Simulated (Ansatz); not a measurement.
SiSn:
```xyz
2
Lattice="3.8299 0.0000 0.0000 -1.9149 3.3168 0.0000 0.0000 0.0000 3.4925" Properties=species:S:1:pos:R:3 pbc="T T T"
Sn     0.0000     0.0000     0.0000
Si     1.9149     1.1056     1.7463
```

Relaxed with PBEsol. Special points in fractions of this cell's reciprocal vectors: Γ (0.000, 0.000, 0.000); M (0.500, 0.000, 0.000); K (0.333, 0.333, 0.000); A (0.000, 0.000, 0.500); L (0.500, 0.000, 0.500); H (0.333, 0.333, 0.500).

Problem. List the band energies nearest the Fermi level at these points for plane-wave PAW PBEsol with spin–orbit coupling (Ansatz code).

Solution. In eV from the Fermi level; about four levels below and three above (degenerate sets whole), none deeper than 8.9 eV; points with the same levels are listed once.

```json
[
 {"k": "Γ", "below": "-0.09 -0.09 -0.04 -0.04", "above": "0.12 0.12 3.38 3.38"},
 {"k": "M", "below": "-7.65 -7.65 -2.03 -2.03", "above": "0.39 0.39 1.68 1.68"},
 {"k": "K", "below": "-8.19 -8.19 -4.80 -4.66", "above": "2.37 2.38 3.55"},
 {"k": "A", "below": "-8.83 -8.83 -8.79 -8.79", "above": "2.07 2.07 2.11 2.11"},
 {"k": "L", "below": "-4.32 -4.32 -4.17 -4.17", "above": "0.96 0.96 1.43 1.43"},
 {"k": "H", "below": "-1.64 -1.46 -1.46 -1.38", "above": "7.45 7.49 8.82"}
]
```

Space group P-6m2. The cell is a constructed one: a structure type filled with these elements; neither database checked (COD, Materials Project) lists it. Its standing as an ambient phase is unchecked. The cell keeps a stress of up to 0.2 GPa. The cell was relaxed with PBEsol under the symmetry of its start; whether a distortion lowers the energy is not shown.

Potentials: the later of the program's two PAW sets.
